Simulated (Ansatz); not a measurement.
# Ni: relaxation of cell and atoms

The calculation used DFT, PBEsol, PAW with Ansatz's default frozen-core files, scalar-relativistic (Ansatz 0.2.0).

Command: `ansatz run input.yaml --threads 1 --pin off --max-ram 3072MiB --backend cpu --events-out ev --progress --plain --runs-dir out` The run took 22 s on 1 thread of Arm Neoverse V1 (shared host).

```yaml
crystal:
  lattice:
    - [0.0, 1.761935, 1.761935]
    - [1.761935, 0.0, 1.761935]
    - [1.761935, 1.761935, 0.0]
  atoms:
    - { symbol: Ni, position: [0.0, 0.0, 0.0], spin: 1.5 }
magnetization:
  spin_polarized: true
kpoints:
  mp_grid: { grid: [16, 16, 16] }
scf:
  occupations: { method: fermi_dirac, width: 0.05 }
hamiltonian:
  xc: pbesol
  pseudopotentials: { kind: paw }
output:
  forces: true
  stress: true
  efg: { contact_densities: true }
relax:
  f_tol: 0.005
  max_steps: 80
  cell: {}
```

The run is spin-polarised from parallel moments and ends with 0.59 μB in the cell; other orders may lie lower.

The geometry is COD entry 9008476, unchecked; take it as a test cell.

The cutoff is 420 eV; energies and pressures of the walk include the program's estimate of the Pulay term. The PAW files were made with PBE; their cores are remade for this functional.

Each frame lists the cell vectors (Å), then Cartesian positions (Å); symmetry keeps all forces zero. Free energies count from the first step, -5804.9607 eV.

The walk took 5 evaluations in all; steps that aren't listed are left out.

Step 1: E = 0.0 meV, P = -10.78 GPa

```
cell 0.0000 1.7619 1.7619 1.7619 0.0000 1.7619 1.7619 1.7619 0.0000
Ni    0.0000    0.0000    0.0000
```

Step 2:

```
cell 0.0000 1.7459 1.7459 1.7459 0.0000 1.7459 1.7459 1.7459 0.0000
Ni    0.0000    0.0000    0.0000
```

Give the energy, pressure of step 2.

E = -15.3 meV, P = -5.60 GPa
```
Ni    0.0000    0.0000    0.0000
```

How does the relaxation end?

It converges, with a = 3.462 Å, b = 3.462 Å, c = 3.462 Å, α = 90.00°, β = 90.00°, γ = 90.00° (conventional cell, space group Fm-3m). The last solve (on a basis chosen afresh for the final cell, so its energy is not quite comparable) gives E = -20.1 meV, P = 0.02 GPa:
```
cell 0.0000 1.7309 1.7309 1.7309 0.0000 1.7309 1.7309 1.7309 0.0000
Ni    0.0000    0.0000    0.0000
```
